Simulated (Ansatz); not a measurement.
Given:

W2N3:
```yaml
crystal:
  lattice:
    - [2.89019, 0.00000, 0.00000]
    - [-1.44510, 2.50298, 0.00000]
    - [0.00000, 0.00000, 15.50787]
  atoms:
    - { symbol: W, position: [0.66667, 0.33333, 0.15594] }
    - { symbol: W, position: [0.33333, 0.66667, 0.84406] }
    - { symbol: W, position: [0.33333, 0.66667, 0.65594] }
    - { symbol: W, position: [0.66667, 0.33333, 0.34406] }
    - { symbol: N, position: [0.66667, 0.33333, 0.91540] }
    - { symbol: N, position: [0.33333, 0.66667, 0.08460] }
    - { symbol: N, position: [0.33333, 0.66667, 0.41540] }
    - { symbol: N, position: [0.66667, 0.33333, 0.58460] }
    - { symbol: N, position: [0.66667, 0.33333, 0.75000] }
    - { symbol: N, position: [0.33333, 0.66667, 0.25000] }
```

This is the r²SCAN+D4-relaxed structure. x, y and z are the axes in which the lattice vectors are written.

Q: All from r²SCAN+D4 (plane waves, PAW; program Ansatz), unless another level is named. Give the highest zone-centre frequency.

A: 21.36 THz.

Q: What about the elastic constants (relaxed ions, GPa)?

A: C11 = 573, C12 = 210, C13 = 16.0, C33 = 87.1, C44 = -0.8.

Space group P6_3/mmc. The first step of the workflow began from a Materials Project structure, measured or hypothetical; the Crystallography Open Database copy checked does not list it. Whether it is the stable phase at ambient conditions was not checked. The cell was relaxed with r²SCAN+D4 under the symmetry of its start; whether a distortion lowers the energy is not shown. No spin polarisation was allowed. As this level gives no gap, shear constants depend on the k-mesh and smearing (Fermi–Dirac, 0.1 eV here). As this level gives no gap, phonon frequencies hold no LO–TO term and depend on the k-mesh and smearing (Fermi–Dirac, 0.1 eV here). Scalar-relativistic: spin–orbit coupling is off unless named, which matters more the heavier the elements.

Potentials: the later of the program's two PAW sets.
